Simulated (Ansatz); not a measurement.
Mg:
```
Mg
1.0
   -1.77809     1.77809     1.77809
    1.77809    -1.77809     1.77809
    1.77809     1.77809    -1.77809
Mg
1
Cartesian
  0.00000   0.00000   0.00000
```

Relaxed with PBEsol. Special points in fractions of this cell's reciprocal vectors: Γ (0.000, 0.000, 0.000); H (0.500, -0.500, 0.500); N (0.000, 0.000, 0.500); P (0.250, 0.250, 0.250).

List the band energies nearest the Fermi level at these points for PBEsol in the plane-wave PAW code Ansatz.

In eV from the Fermi level; about four levels below and three above (degenerate sets whole), none deeper than 8.9 eV; … stands for higher levels left out; points with the same levels are listed once.

```csv
k,below,above
Γ,-7.05,13.11 13.11 13.11
H,–,3.88 3.88 3.88
N,-1.53 -0.93,8.67 9.45 …
P,–,1.18 1.18 1.18
```

Space group Im-3m (bcc (W type)). The workflow started from a Materials Project entry (that database holds measured and hypothetical structures alike); the Crystallography Open Database copy checked does not list it. It is not the phase usual at ambient conditions (space group No. 194). The PBEsol relaxation kept the symmetry of its start. At this level the phase is mechanically unstable.

Potentials: the earlier of the program's two PAW sets.
